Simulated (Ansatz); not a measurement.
An Ansatz (a quantum-chemistry and plane-wave program) run. Input:

Ansatz 0.2 input:
```yaml
crystal:
  lattice:
    - [0.0, 1.5741061408, 1.5741061408]
    - [1.5741061408, 0.0, 1.5741061408]
    - [1.5741061408, 1.5741061408, 0.0]
  atoms:
    - { symbol: Be, position: [0.0, 0.0, 0.0] }
kpoints:
  mp_grid: { grid: [47, 47, 47] }
hamiltonian:
  xc: pbesol
  pseudopotentials: { kind: paw }
scf:
  occupations: { method: fermi_dirac, width: 0.1 }
elastic: { mode: relaxed_ion, stencil: two_point, amplitude: 0.005, f_tol: 0.0005 }
```

Output (shortened):

```
Pseudopotential: Be, paw, valence charge 2
Functional definition: PBEsol
Crystal: 1 atoms, lattice volume = 7.801 Å³
Basis set: ecut = 420 eV, 169 PW (Γ), exchange–correlation on 30×30×30 points (8 copies of the dense FFT grid, shifted against one another)
Bands: 5, of which v1, the nominal top of the filled ones, is band 1 counted from 1 (0 counted from 0)
Symmetry: 48 space group operations
Space group: Fm-3m (ITA 225), of the structure as read, at distance tolerance 2.0e-5 Å
k-points: 2600 of 103823
SCF iter   1: F=—  HF=-90.272575 eV  |F-HF|=—  |Δ(HF+E_count)|=         —  Δρ=1.21e-3  dr2=5.50e-5  ethr=1.77e-3  ⟨swp⟩=4.7  Hψ=120190  notcnv=0
preconditioner: auto → none
SCF iter   2: F=—  HF=-90.272536 eV  |F-HF|=—  |Δ(HF+E_count)|=   3.87e-5  Δρ=6.02e-4  dr2=1.31e-5  ethr=2.75e-6  ⟨swp⟩=1.5  Hψ=35142  notcnv=0
SCF iter   3: F=—  HF=-90.272509 eV  |F-HF|=—  |Δ(HF+E_count)|=   2.70e-5  Δρ=1.71e-5  dr2=1.61e-8  ethr=6.56e-7  ⟨swp⟩=2.0  Hψ=15694  notcnv=0
SCF iter   4: F=—  HF=-90.272509 eV  |F-HF|=—  |Δ(HF+E_count)|=   6.27e-9  Δρ=1.78e-6  dr2=9.34e-11  ethr=8.03e-10  ⟨swp⟩=1.0  Hψ=13148  notcnv=0
SCF iter   5: F=—  HF=-90.272509 eV  |F-HF|=—  |Δ(HF+E_count)|=  3.10e-11  Δρ=1.24e-7  dr2=3.57e-13  ethr=4.67e-12  ⟨swp⟩=1.0  Hψ=13167  notcnv=0
SCF iter   6: F=-90.272509 eV  HF=-90.272509 eV  |F-HF|=4.26e-14  |Δ(HF+E_count)|=  1.99e-13  Δρ=3.90e-9  dr2=5.34e-16  ethr=1.00e-12  ⟨swp⟩=3.2  Hψ=24219  notcnv=0
SCF 1 converged in 6 iterations: F = -90.272509 eV  dr2 = 5.34e-16
Crystal: 1 atoms, lattice volume = 7.762 Å³
Symmetry: 16 space group operations
k-points: 7200 of 103823
iter 1 solved again at ethr=1.48e-8 eV; its pass at ethr=3.10e-3 eV (dr2=2.97e-7 eV) is discarded
SCF iter   1: F=—  HF=-90.272361 eV  |F-HF|=—  |Δ(HF+E_count)|=         —  Δρ=1.19e-4  dr2=2.99e-7  ethr=1.48e-8  ⟨swp⟩=2.0  Hψ=360045  notcnv=0
preconditioner: auto → none
SCF iter   2: F=—  HF=-90.272373 eV  |F-HF|=—  |Δ(HF+E_count)|=   1.16e-5  Δρ=5.95e-5  dr2=7.34e-8  ethr=1.48e-8  ⟨swp⟩=1.0  Hψ=36280  notcnv=0
SCF iter   3: F=—  HF=-90.272373 eV  |F-HF|=—  |Δ(HF+E_count)|=   2.55e-8  Δρ=7.93e-7  dr2=1.37e-11  ethr=3.67e-9  ⟨swp⟩=1.0  Hψ=36280  notcnv=0
SCF iter   4: F=—  HF=-90.272373 eV  |F-HF|=—  |Δ(HF+E_count)|=  3.39e-11  Δρ=1.55e-7  dr2=8.43e-13  ethr=1.00e-12  ⟨swp⟩=4.6  Hψ=78370  notcnv=0
SCF iter   5: F=-90.272373 eV  HF=-90.272373 eV  |F-HF|=2.84e-14  |Δ(HF+E_count)|=  2.27e-13  Δρ=1.13e-8  dr2=6.09e-15  ethr=1.00e-12  ⟨swp⟩=3.1  Hψ=66232  notcnv=0
SCF 2 converged in 5 iterations: F = -90.272373 eV  dr2 = 6.09e-15
Crystal: 1 atoms, lattice volume = 7.840 Å³
iter 1 solved again at ethr=3.88e-11 eV; its pass at ethr=3.10e-3 eV (dr2=7.76e-10 eV) is discarded
SCF iter   1: F=—  HF=-90.272377 eV  |F-HF|=—  |Δ(HF+E_count)|=         —  Δρ=4.49e-6  dr2=7.44e-10  ethr=3.88e-11  ⟨swp⟩=2.2  Hψ=362668  notcnv=0
preconditioner: auto → none
SCF iter   2: F=—  HF=-90.272387 eV  |F-HF|=—  |Δ(HF+E_count)|=   9.64e-6  Δρ=2.34e-6  dr2=2.21e-10  ethr=3.72e-11  ⟨swp⟩=2.0  Hψ=43724  notcnv=0
SCF iter   3: F=—  HF=-90.272387 eV  |F-HF|=—  |Δ(HF+E_count)|=  1.14e-13  Δρ=3.22e-7  dr2=4.56e-12  ethr=1.11e-11  ⟨swp⟩=1.0  Hψ=36304  notcnv=0
SCF iter   4: F=—  HF=-90.272387 eV  |F-HF|=—  |Δ(HF+E_count)|=  3.41e-13  Δρ=1.22e-7  dr2=6.07e-13  ethr=2.28e-13 (applied; sched 1.00e-12)  ⟨swp⟩=1.0  Hψ=36304  notcnv=0
SCF iter   5: F=-90.272387 eV  HF=-90.272387 eV  |F-HF|=1.42e-14  |Δ(HF+E_count)|=  5.68e-14  Δρ=8.81e-9  dr2=3.58e-15  ethr=1.00e-12  ⟨swp⟩=3.0  Hψ=65306  notcnv=0
SCF 3 converged in 5 iterations: F = -90.272387 eV  dr2 = 3.58e-15
Crystal: 1 atoms, lattice volume = 7.801 Å³
Symmetry: 8 space group operations
k-points: 13824 of 103823
iter 1 solved again at ethr=5.58e-7 eV; its pass at ethr=3.10e-3 eV (dr2=1.12e-5 eV) is discarded
SCF iter   1: F=—  HF=-90.272403 eV  |F-HF|=—  |Δ(HF+E_count)|=         —  Δρ=4.47e-4  dr2=1.11e-5  ethr=5.58e-7  ⟨swp⟩=1.0  Hψ=675114  notcnv=0
preconditioner: auto → none
SCF iter   2: F=—  HF=-90.272412 eV  |F-HF|=—  |Δ(HF+E_count)|=   8.90e-6  Δρ=2.07e-4  dr2=2.37e-6  ethr=5.57e-7  ⟨swp⟩=1.0  Hψ=69536  notcnv=0
SCF iter   3: F=—  HF=-90.272412 eV  |F-HF|=—  |Δ(HF+E_count)|=   4.11e-7  Δρ=2.83e-6  dr2=1.54e-10  ethr=1.19e-7  ⟨swp⟩=1.0  Hψ=69536  notcnv=0
SCF iter   4: F=—  HF=-90.272412 eV  |F-HF|=—  |Δ(HF+E_count)|=   5.78e-8  Δρ=3.88e-7  dr2=2.98e-12  ethr=7.72e-12  ⟨swp⟩=2.0  Hψ=83380  notcnv=0
SCF iter   5: F=-90.272412 eV  HF=-90.272412 eV  |F-HF|=5.68e-14  |Δ(HF+E_count)|=  3.41e-12  Δρ=9.52e-9  dr2=2.45e-15  ethr=1.00e-12  ⟨swp⟩=4.0  Hψ=140161  notcnv=0
SCF 4 converged in 5 iterations: F = -90.272412 eV  dr2 = 2.45e-15
Crystal: 1 atoms, lattice volume = 7.801 Å³
iter 1 solved again at ethr=8.46e-11 eV; its pass at ethr=3.10e-3 eV (dr2=1.69e-9 eV) is discarded
SCF iter   1: F=—  HF=-90.272401 eV  |F-HF|=—  |Δ(HF+E_count)|=         —  Δρ=6.53e-6  dr2=1.70e-9  ethr=8.46e-11  ⟨swp⟩=1.5  Hψ=682011  notcnv=0
preconditioner: auto → none
SCF iter   2: F=—  HF=-90.272412 eV  |F-HF|=—  |Δ(HF+E_count)|=   1.06e-5  Δρ=3.31e-6  dr2=4.34e-10  ethr=8.46e-11  ⟨swp⟩=2.0  Hψ=83558  notcnv=0
SCF iter   3: F=—  HF=-90.272412 eV  |F-HF|=—  |Δ(HF+E_count)|=  1.40e-10  Δρ=2.42e-7  dr2=2.18e-12  ethr=2.17e-11  ⟨swp⟩=1.0  Hψ=69536  notcnv=0
SCF iter   4: F=—  HF=-90.272412 eV  |F-HF|=—  |Δ(HF+E_count)|=  1.14e-13  Δρ=9.56e-8  dr2=3.28e-13  ethr=1.00e-12  ⟨swp⟩=3.6  Hψ=134352  notcnv=0
SCF iter   5: F=-90.272412 eV  HF=-90.272412 eV  |F-HF|=9.95e-14  |Δ(HF+E_count)|=  9.95e-14  Δρ=2.26e-9  dr2=2.39e-16  ethr=1.00e-12  ⟨swp⟩=3.0  Hψ=125473  notcnv=0
SCF 5 converged in 5 iterations: F = -90.272412 eV  dr2 = 2.39e-16
SCF converged after 6 iterations
Free energy (F): -90.272509 eV
Harris-Foulkes:  -90.272509 eV  (|F-HF|=4.26e-14)
Internal energy: -90.269179 eV  (E = F + TS)
E sigma→0 (E₀):  -90.270844 eV
Entropy (-TS):   -0.003330 eV (-3.330 meV/atom)
Fermi energy:    8.712557 eV
--- Per-component energies (eV) ---
  E_band       = 6.340994
  E_kinetic    = 21.405715
  E_local      = 2.902558  (includes V_loc(G=0)·N_el)
  E_nonlocal   = 4.329573
  E_hartree    = 0.023156
  E_xc         = -19.773181
  E_vxc        = -20.985167  (∫ρ·V_xc dr)
  E_paw        = -57.225021  (= ΣΔE_a)
  E_vpaw       = -1.357995  (= ΣTr[D̂ρ^β])
  E_aug_tail   = -0.000001  (compensation charges beyond the density's cutoff)
  E_ewald      = -41.941510
  E_core_change = 0.009531  (= ΣΔE_core)
  E_smearing   = -0.003330  (= −TS)
  E_closure    = 0.000000  (closes the sum)
  Σ components = -90.272509   (vs F -90.272509, Δ=0.00e0)
  [band-id]    e_kinetic+e_local+e_nonlocal+2·e_hartree+e_vxc+e_vpaw+e_augmentation_tail = 6.340994   (vs E_band 6.340994, Δ=6.80e-11)
--- Forces (eV/Å), atoms counted from 1 ---
  atom   1  Be     0.00000000     0.00000000     0.00000000
  max |Σ_I F_I| component: 0.0 eV/Å
--- Stress (GPa, compression-positive) ---
        0.028157       0.000000       0.000000
        0.000000       0.028157       0.000000
        0.000000       0.000000       0.028157
  P = ⅓ Tr σ = 0.0282 GPa (0.282 kbar)
--- Band table (eV; the first three rows and the last of 2600) ---
  k-point 0: bands = ["-3.1807", "28.3157", "28.3157", "28.3157", "37.9589"]
  k-point 1: bands = ["-3.1657", "28.1903", "28.2885", "28.2885", "37.6506"]
  k-point 2: bands = ["-3.1207", "27.8203", "28.2091", "28.2091", "37.1102"]
  k-point 2599: bands = ["9.5383", "9.7487", "11.9556", "19.0998", "34.3195"]
--- Elastic constants: 2 strain directions × 2 members + reference (group order 48) ---
  dense FFT box of the reference and of every strained cell: 15×15×15
  strains applied: 11, 23; error gains: componentwise 1.00 (the most a stress slope's error grows in a printed constant), spectral 1.73 (1 for all six strains …
  C = ∂σ_k/∂η_j (tension-positive GPa; Voigt order 11 22 33 23 13 12):
       212.236     74.770     74.770      0.000      0.000      0.000
        74.770    212.236     74.770      0.000      0.000      0.000
        74.770     74.770    212.236      0.000      0.000      0.000
         0.000      0.000      0.000    160.359      0.000      0.000
         0.000      0.000      0.000      0.000    160.359      0.000
         0.000      0.000      0.000      0.000      0.000    160.359
  reference stress σ⁰ (GPa):     -0.028     -0.028     -0.028      0.000      0.000      0.000
  C* (energy form; C + prestress term) asymmetry max|C*_kj − C*_jk| = 8.527e-14 GPa — a small one proves nothing (zero by symmetry where the batch's group is …
  moduli (Voigt/Reuss/Hill, GPa): K = 120.59/120.59/120.59   G = 123.71/104.59/114.15   E = 260.31   ν = 0.140
  mechanically stable: yes (min eigenvalue of sym C = 137.47 GPa)
  where every solve meets its electron count the energy-path curvature estimates C_jj along a normal strain and C_jj − ¼(σ⁰_aa + σ⁰_bb) along a shear (ab), of …
  strain η (Voigt 11):  stress-route row diagonal C_11 = 212.24 GPa, energy-path curvature d²(F+E_count+ΔE)/dδ²/Ω₀ = 212.12 GPa
         δ    σ_11 (GPa)             F (eV)   n_scf  n_hpsi   n_pw
    -5.000e-3      -1.0900         -90.2723730       5  648481    169   relax 0 steps, max|allowed force component| 0.00e0 eV/Å
     5.000e-3       1.0324         -90.2723870       5  615760    169   relax 0 steps, max|allowed force component| 0.00e0 eV/Å
  strain η (Voigt 23):  stress-route row diagonal C_44 = 160.36 GPa, energy-path curvature d²(F+E_count+ΔE)/dδ²/Ω₀ = 160.11 GPa
         δ    σ_23 (GPa)             F (eV)   n_scf  n_hpsi   n_pw
    -5.000e-3      -0.8018         -90.2724116       5  1174771    169   relax 0 steps, max|allowed force component| 0.00e0 eV/Å
     5.000e-3       0.8018         -90.2724116       5  1231982    169   relax 0 steps, max|allowed force component| 0.00e0 eV/Å
```

Cost: about 7 core-minutes (a rough figure) on shared cores.

The start of the workflow was typed in or built on a structure type; neither database checked (COD, Materials Project) lists it. It is not the phase usual at ambient conditions (space group No. 194). The cell was relaxed with PBEsol under the symmetry of its start; its stability against distortions is not shown here. As this level gives no gap, shear constants depend on the k-mesh and smearing (Fermi–Dirac, 0.1 eV here).

Potentials: the later of the program's two PAW sets.

Ansatz is a plane-wave DFT program.
